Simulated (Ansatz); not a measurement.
SiC4 in space group Pn-3m (No. 224; Si on 2a, C on 8e) under volume change, PBE in the plane-wave PAW code Ansatz, shape and atoms relaxed at each volume.

| V (Å³/atom) | E − E(relaxed) (meV/atom) | P (GPa) |
|---|---|---|
| 16.276 | … | … |
| 16.812 | 22.3 | 7.03 |
| 17.349 | … | … |
| 17.886 | 0.0 | -0.01 |
| 18.422 | 4.9 | -2.82 |
| 18.959 | 18.5 | -5.22 |
| 19.495 | 39.5 | -7.28 |

Some entries are withheld; supply them.


- 16.276, E − E(relaxed) (meV/atom): 53.1
- 16.276, P (GPa): 11.44
- 17.349, E − E(relaxed) (meV/atom): 5.3
- 17.349, P (GPa): 3.24

What does a third-order Birch–Murnaghan fit give for V₀, B₀ and B′?

V₀ = 17.88 Å³/atom, B₀ = 100 GPa, B′ = 4.0.

The start of the workflow was typed in or built on a structure type; neither database checked (COD, Materials Project) lists it. Its standing as an ambient phase is unchecked. Symmetry was held in the PBE relaxation; its stability against distortions is not shown here. Its formation energy is positive at this level, so the cell may be metastable or incomplete.

Potentials: the earlier of the program's two PAW sets.
